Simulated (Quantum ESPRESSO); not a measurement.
```xyz
6
Lattice="4.6152 0.0000 0.0000 0.0000 4.6152 0.0000 0.0000 0.0000 3.0478" Properties=species:S:1:pos:R:3 pbc="T T T"
Mg     2.3076     2.3076     1.5239
Mg     0.0000     0.0000     0.0000
F      3.1889     3.1889     0.0000
F      1.4263     1.4263     0.0000
F      3.7339     0.8813     1.5239
F      0.8813     3.7339     1.5239
```
The cell was made here from a computed Materials Project entry: F3 and its equivalents moved by 0.04 Å along (-0.71, -0.71, 0.00), space group kept. The parent is MgF2 in P4₂/mnm. Stability against distortions was not tested.

A lattice sum over point charges, one formal value an element (Mg +2, F -1), with no Sternheimer factor, costs far less than a self-consistent run. Taken along the main axis of each site's self-consistent tensor, it gives:

| site | V along that axis, point charges (a.u.) |
|---|---|
| Mg (atoms 1, 2) | -0.006 |
| F (atoms 3, 4, 5, 6) | -0.091 |

Task: How do the values of the PAW reconstruction of the field gradient on a scalar-relativistic PBE ground state (a modified build of Quantum ESPRESSO, JTH datasets) compare?

Result: 
| site | Vzz, PAW (a.u.) | PAW over point charges |
|---|---|---|
| Mg | -0.122 | 21 |
| F | -0.460 | 5.1 |
  Cores are frozen. Against all-electron runs on small test molecules, this scheme's |Vzz| missed by −6 to +4 % (−29 % in KF) on F. Mg had no test against all-electron runs.
